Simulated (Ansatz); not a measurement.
Relaxed-ion elastic tensor of GaAs (zinc blende, space group No. 216) in GPa (Voigt order), r²SCAN in the plane-wave PAW code Ansatz; density 5.28 g/cm³, 22.73 Å³ per atom.

```
 117  50.0  50.0   0.0   0.0   0.0
50.0   117  50.0   0.0   0.0   0.0
50.0  50.0   117   0.0   0.0   0.0
 0.0   0.0   0.0  60.5   0.0   0.0
 0.0   0.0   0.0   0.0  60.5   0.0
 0.0   0.0   0.0   0.0   0.0  60.5
```

### Question
Is the crystal mechanically stable?

### Answer
Yes: the smallest eigenvalue of C is 60.5 GPa.

### Question
Work out the Voigt, Reuss and Hill averages.

### Answer
K_V = 72.5, K_R = 72.5, K_H = 72.5; G_V = 49.8, G_R = 45.9, G_H = 47.9 GPa.

### Question
Give Young's modulus, Poisson's ratio, Pugh's ratio and the universal anisotropy index.

### Answer
E = 9KG/(3K + G) = 118 GPa; ν = 0.23; K/G = 1.52 (brittle by the Pugh limit of 1.75); A_U = 5G_V/G_R + K_V/K_R − 6 = 0.42.

### Question
Estimate the sound speeds and the Debye temperature.

### Answer
v_l = √((K + 4G/3)/ρ) = 5080 m/s, v_t = √(G/ρ) = 3010 m/s, mean 3330 m/s; Θ = (h/k)(3n/4πV)^(1/3) v_m = 350 K.

### Question
Give the Zener ratio and Young's modulus along [100], [110] and [111].

### Answer
A = 2C44/(C11 − C12) = 1.79; 1/E = S11 − 2(S11 − S12 − S44/2)Γ with Γ = 0, 1/4, 1/3 gives 87.6, 123, 142 GPa.

Space group F-43m (zinc blende). The r²SCAN relaxation kept the symmetry of its start.

Potentials: the earlier of the program's two PAW sets.
